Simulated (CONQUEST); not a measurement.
Consider a self-consistent single point of Al (I4/mmm, 4 atoms in the cell; from Materials Project mp-134, changed as shown).

```xyz
4
Lattice="4.0389 0.0000 0.0000 0.0000 3.9985 0.0000 0.0000 0.0000 4.0389" Properties=species:S:1:pos:R:3 pbc="T T T"
Al     0.0000     0.0000     0.0000
Al     0.0000     1.9993     2.0195
Al     2.0195     0.0000     2.0195
Al     2.0195     1.9993     0.0000
```

Level of theory: PBE, numerical atomic orbitals double-zeta with polarisation (the shipped basis), PseudoDojo norm-conserving potentials made for PBE in CONQUEST.

CONQUEST settings:

```
setting                                         value
---------------------  ------------------------------
basis                                             DZP
Diag.MPMeshX, Y, Z                              5 5 5
potentials             PseudoDojo norm-conserving PBE
Grid.GridCutoff                                 88 Ha
DM.SolutionMethod                              diagon
Diag.kT                                   0.004998 Ha
Diag.GammaCentred                                true
minE.SCTolerance                              1.0e-06
SC.MaxIters                                       100
SC.LinearMixingFactor                             0.3
SC.KerkerPreCondition                            true
SC.KerkerFactor                            0.1 1/bohr
AtomMove.TypeOfRun                             static
```

Results:

- Number of valence electrons = 12
- Number of bands = 52
- Number of k-points after the program's reduction = 63
- Size of the basis = 52
- Number of SCF iterations = 6
- FFT grid = 36 × 32 × 36
- Free energy E − TS = -251.7769 eV
- Fermi level (on the code's own zero) = -5.72 eV
- Pressure = 1.83 GPa

For comparison: a first run was changed to give this one (lattice vector b scaled by 0.99), and from it to this one the free energy rises by 1.5 meV/atom and the pressure goes from 0.93 to 1.83 GPa.

The program uses no crystal symmetry, so grid and mesh can part values that symmetry would make equal. The atom-centred basis is finite, which shifts total energies and pressures against plane waves. The structure comes from a collection of computed structures, made at another level of theory; the collection holds predicted forms beside known ones. No clean gap shows at this smearing width and mesh (spacing up to 0.31 Å⁻¹); the mesh is coarse for partly filled bands, so the values carry mesh errors.

Cost on one core: roughly 23 core-seconds.
